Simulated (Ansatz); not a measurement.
Computed with DFT PBE, scalar-relativistic, plane waves, PAW (Ansatz). Settings: cutoff 420 eV, Γ-centred meshes spaced at most about 0.3 Å⁻¹, and about 0.25 Å⁻¹ or finer for metals (2π included), Gaussian smearing. No spin polarisation in the final relaxations.

Temperature and zero-point effects are left out.

Two relaxed structures of MgCd3Se4:

A.

```cif
data_structure
_symmetry_space_group_name_H-M 'P-4m2'
_symmetry_Int_Tables_number 115
_cell_length_a 4.3540
_cell_length_b 4.3540
_cell_length_c 12.2377
_cell_angle_alpha 90.000
_cell_angle_beta 90.000
_cell_angle_gamma 90.000
_cell_volume 231.99
loop_
_atom_site_label
_atom_site_type_symbol
_atom_site_symmetry_multiplicity
_atom_site_Wyckoff_symbol
_atom_site_fract_x
_atom_site_fract_y
_atom_site_fract_z
_atom_site_occupancy
Mg1 Mg 1 c 0.50000 0.50000 0.50000 1
Cd1 Cd 2 e 0.00000 0.00000 0.74486 1
Cd2 Cd 1 b 0.50000 0.50000 0.00000 1
Se1 Se 2 g 0.50000 0.00000 0.12753 1
Se2 Se 2 g 0.00000 0.50000 0.38319 1
```

B.

```cif
data_structure
_symmetry_space_group_name_H-M 'P4/mmm'
_symmetry_Int_Tables_number 123
_cell_length_a 4.0205
_cell_length_b 4.0205
_cell_length_c 11.3933
_cell_angle_alpha 90.000
_cell_angle_beta 90.000
_cell_angle_gamma 90.000
_cell_volume 184.17
loop_
_atom_site_label
_atom_site_type_symbol
_atom_site_symmetry_multiplicity
_atom_site_Wyckoff_symbol
_atom_site_fract_x
_atom_site_fract_y
_atom_site_fract_z
_atom_site_occupancy
Mg1 Mg 1 a 0.00000 0.00000 0.00000 1
Cd1 Cd 2 h 0.50000 0.50000 0.24803 1
Cd2 Cd 1 b 0.00000 0.00000 0.50000 1
Se1 Se 2 g 0.00000 0.00000 0.24484 1
Se2 Se 1 d 0.50000 0.50000 0.50000 1
Se3 Se 1 c 0.50000 0.50000 0.00000 1
```

Question: Which would you expect to be lower, and how large is the difference?

Answer: A is lower, by 124 meV/atom. A has Mg and Cd ordered on zinc blende sites, space group P-4m2 (No. 115), 29.0 Å³/atom and a gap of 0.92 eV on its mesh; B has Mg and Cd ordered on rock salt sites, space group P4/mmm (No. 123), 23.0 Å³/atom and no gap. Counting Se atoms around Cd and Mg (those within 1.25 times the shortest such distance or 1.15 times the sum of covalent radii), A has Mg 4, Cd 4 and B has Mg 6, Cd 6. The lower one is the more open, so pressure narrows the difference. In A, Mg has 4 Se at 2.60 Å; Cd on a site of symmetry 2mm is surrounded by 4 Se at 2.68 Å; Se on its first site has 4 Cd at 2.68 Å; 2 more sites not described. In B, Mg has 6 Se at 2.79–2.84 Å; Cd on a site of symmetry 4mm is surrounded by 6 Se at 2.83–2.87 Å; Se on a site of symmetry 4mm is surrounded by 1 Mg at 2.79 Å and 5 Cd at 2.84–2.91 Å; 3 more sites not described. Both come from invented guesses.

Kohn–Sham gaps at this level usually fall short of measured ones. The zero gap of P4/mmm may come from the functional, which often closes small gaps. Cells relaxed within their symmetry can be saddle points.
